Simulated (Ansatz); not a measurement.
**What DFT gives for BaYMg**

```
Y Ba Mg
1.0
     3.95899    6.85716    0.00000
    -3.95899    6.85716    0.00000
     0.00000    0.00000    4.81523
Y Ba Mg
3 3 3
Direct
  0.57308 0.42692 0.50000
  0.42692 0.00000 0.50000
  0.00000 0.57308 0.50000
  0.33330 0.33340 0.00000
  0.66670 0.66660 0.00000
  0.00000 0.00000 0.50000
  0.24430 0.75570 0.00000
  0.75570 0.00000 0.00000
  0.00000 0.24430 0.00000
```

Single point in Ansatz 0.2.0 with r2SCAN, no spin polarisation. Cutoff 500 eV, PAW datasets, 5×5×7 Γ-centred k mesh, fermi-dirac filling (width 0.1 eV).

- Stress: The pressure is 6.5 GPa (compression positive), so with the atoms held at these fractions the cell would first expand. The principal stresses 6.1, 6.1, 7.3 GPa differ, so its shape would change too.
- Forces: The largest is on Y2 (and as large on other atoms): 0.30 eV/Å, components (0.15, 0.26, 0.00). It makes 80° with the line to a nearest neighbour, Ba4 at 3.37 Å.
- At the Fermi level: It is a metal, with about 8.7 states/eV a cell as the mean within 0.25 eV of the Fermi level.
- Contacts: Ba–Mg at 3.05 Å: least valence density 0.12 e/Å³ and ELF 0.12 there. Mg–Mg at 3.35 Å: least valence density 0.12 e/Å³ and ELF 0.72 there. Y–Ba at 3.37 Å: least valence density 0.09 e/Å³ and ELF 0.04 there. Both are smooth PAW fields, read partly inside the augmentation spheres.
- Charges: Bader charges in e: Ba -0.10 to +0.17, Y +0.50, Mg -0.49. In the mean Y gives up most and Mg takes most.

Origin: a known structure type with other elements, at an estimated volume, so it need not be a known compound.
